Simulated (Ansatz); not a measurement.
Data sheet: Mg (DFT)

Mg:
```
Mg
1.0
    1.59145     0.91882     7.71222
   -1.59145     0.91882     7.71222
    0.00000    -1.83765     7.71222
Mg
3
Direct
  0.00000   0.00000   0.00000
  0.22204   0.22204   0.22204
  0.77796   0.77796   0.77796
```

Space group R-3m (No. 166), 9R (Sm type); conventional cell a = b = 3.1829 Å, c = 23.1367 Å, α = β = 90.00°, γ = 120.00°.

Method: PBEsol (plane waves, PAW; program Ansatz). Structure relaxed to zero pressure with the same functional. Other levels are named where they apply.

**Cell and energy**

| Quantity | Result |
|---|---|
| Volume per atom | 22.55 Å³ |
| Density | 1.79 g/cm³ |

**Electronic structure**

| Item | Value |
|---|---|
| Electronic character | metallic (no gap) |
| Density of states at the Fermi level | 0.43 states/eV per atom (mean over ±0.08 eV) |

**Mechanics**

| Property | Value |
|---|---|
| Bulk modulus (Birch–Murnaghan fit) | 37.2 GPa |
| Pressure derivative B′ | 4.0 |
| Elastic constants (relaxed ions, GPa) | C11 = 67.2, C12 = 24.0, C13 = 20.0, C14 = 0.8, C33 = 72.6, C44 = 19.6 |
| Mechanical stability | stable (all eigenvalues of C positive) |
| Hill bulk and shear moduli | 37.2 and 21.6 GPa |
| Young's modulus | 54.2 GPa |
| Poisson's ratio | 0.26 |
| Debye temperature from the elastic constants | 406 K |

**Phonons**

| Item | Result |
|---|---|
| Highest zone-centre frequency | 221 cm⁻¹ |
| Zone-centre stability | no imaginary mode at Γ |

The workflow started from a Materials Project entry (that database holds measured and hypothetical structures alike); the Crystallography Open Database copy checked does not list it. It is not the phase usual at ambient conditions (space group No. 194). Symmetry was held in the PBEsol relaxation. As this level gives no gap, shear constants depend on the k-mesh and smearing (Fermi–Dirac, 0.1 eV here). As this level gives no gap, phonon frequencies hold no LO–TO term and depend on the k-mesh and smearing (Fermi–Dirac, 0.1 eV here). Axis ratios of metals converge slowly with the k-mesh, so a and c are less sure than the volume.

Potentials: the later of the program's two PAW sets.
